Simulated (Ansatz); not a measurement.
## InSe, one structure, two calculations

Cell: an entry of the Crystallography Open Database (COD), ions relaxed with PBE at fixed cell.

```cif
data_InSe
_symmetry_space_group_name_H-M 'P6_3/mmc'
_symmetry_Int_Tables_number 194
_cell_length_a 4.0500
_cell_length_b 4.0500
_cell_length_c 16.9300
_cell_angle_alpha 90.000
_cell_angle_beta 90.000
_cell_angle_gamma 120.000
loop_
_atom_site_label
_atom_site_type_symbol
_atom_site_symmetry_multiplicity
_atom_site_Wyckoff_symbol
_atom_site_fract_x
_atom_site_fract_y
_atom_site_fract_z
In In 4 f 0.3333 0.6667 0.1673
Se Se 4 f 0.3333 0.6667 0.5918
```

One atom of each set is listed.

First run. Computed with Ansatz: DFT, PBE, plane waves and PAW, scalar-relativistic, 420 eV cutoff, Γ-centred 13×13×3 k-points, Fermi–Dirac smearing 0.05 eV.

| site | V_zz (10²¹ V/m²) | η |
| --- | --- | --- |
| In | -10.80 | 0.00 |
| Se | -7.06 | 0.00 |

Second run. The same atoms and settings, except that spin–orbit coupling is included (fully relativistic PAW files).

(1) Given the first result, estimate the second.

## Answers

(1) 

```tsv
site	V_zz	η	change of V_zz
In	-10.80	0.00	0.00
Se	-7.12	0.00	-0.06
```

The largest change of V_zz is on Se, from -7.06 to -7.12. In per cent, |V_zz| changes by 0 on In, +1 on Se (all sites that start above 0.5).

For the first run: With a gap of 0.4 eV under a smearing of 0.05 eV the band edges are partly filled, so small gradients can hang on the smearing and the k-mesh.
For the second run: With a gap of 0.3 eV under a smearing of 0.05 eV the band edges are partly filled, so small gradients can hang on the smearing and the k-mesh.
